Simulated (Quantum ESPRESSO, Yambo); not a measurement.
## Levels of theory for the gap of NH$_{4}$Br

NH$_{4}$Br (space group P-43m, No. 215): one geometry, one set of PBEsol (pw.x of Quantum ESPRESSO, ONCV potentials, with spin-orbit coupling) orbitals, self-energies from Yambo (4×4×4 Γ-centred k mesh, 176 bands and a 7 Ry block in the screening, 176 bands in G with the Bruneval-Gonze terminator, plasmon pole fitted at 27.2 eV).

The geometry is that of Materials Project entry mp-36248, symmetrised and not relaxed again.

```csv
level,gap Γ → Γ (eV),rough Yambo cost
PBEsol (Quantum ESPRESSO),4.01,–
exchange only (Hartree-Fock self-energy on PBEsol orbitals),11.89,about 1/10 (11 states)
static COHSEX@PBEsol,7.53,within a factor of two (2 states)
"G0W0@PBEsol, plasmon pole",6.36,1 (11 states)
"G0W0@PBEsol, multipole fit to 8 frequencies, no terminator",6.33,within a factor of two (2 states)
"G0W0@PBEsol, plasmon pole, no terminator",6.33,"about 1/20 (2 states, screening reused)"
```

Bare exchange has no screening and gives the widest gap; static COHSEX screens it but leaves out the frequency dependence, which G0W0 restores.

Costs are rough ratios of core time on shared machines.

Nearest settings tried, and what they do to the gap: 110 bands in W, 110 bands in G: -29 meV; 3 Ry block (57 vectors against 171): -233 meV. Not varied: mesh. So the settings aren't converged at that level.
